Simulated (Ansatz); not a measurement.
C in its lowest state found on the top face of a (111) slab of Rh (Fm-3m (No. 225)), 4 planes, outer planes Rh (top) and Rh (bottom); 1 a cell of 6.19 Å², its atoms last:

```
Rh C
1.0
     2.67286    0.00000    0.00000
    -1.33643    2.31476    0.00000
     0.00000    0.00000   25.54714
Rh C
4 1
Direct
  0.66667 0.33333 0.33272
  0.33333 0.66667 0.41814
  0.00028 0.99972 0.50126
  0.66832 0.33168 0.59310
  0.00177 0.99823 0.63882
```

All numbers below come from DFT PBEsol, scalar-relativistic, plane waves, PAW (Ansatz). Settings: cutoff 420 eV, Γ-centred mesh 12×12×1 on the computed 5-atom cell, Gaussian smearing of 0.10 eV; no spin polarisation. The cell repeats along c with a dipole correction in the vacuum.

The clean top face has a work function of 5.28 eV. Adsorption changes the slab's dipole along +c by Δp = -0.0237 e·Å a cell (-0.11 D an adsorbate).

Task: What change of work function does the Helmholtz equation give?

Result: A sheet of dipoles makes a step in an electron's potential energy of −e·Δp/(ε0·A), and e/ε0 = 180.95 eV·Å for Δp in e·Å: −180.95 × (-0.0237)/6.19 = +0.69 eV. This is the change of φ(top) − φ(bottom). If the bottom face is unmoved, φ(top) becomes 5.97 eV.

Task: How does that compare with the calculation?

Result: φ(top) changes by +0.55 eV and φ(bottom) by -0.14 eV, so their difference changes by +0.69 eV. The slab is thin enough for the adsorbate to shift the Fermi level against the bottom face too.

Task: What does the sign say about the electrons?

Result: The change of dipole points into the surface (negative end outward), so the work function rises. Electrons gather on the vacuum side. Δp also holds the adsorbate's own dipole and the moves of the surface atoms, so it isn't a charge transfer alone.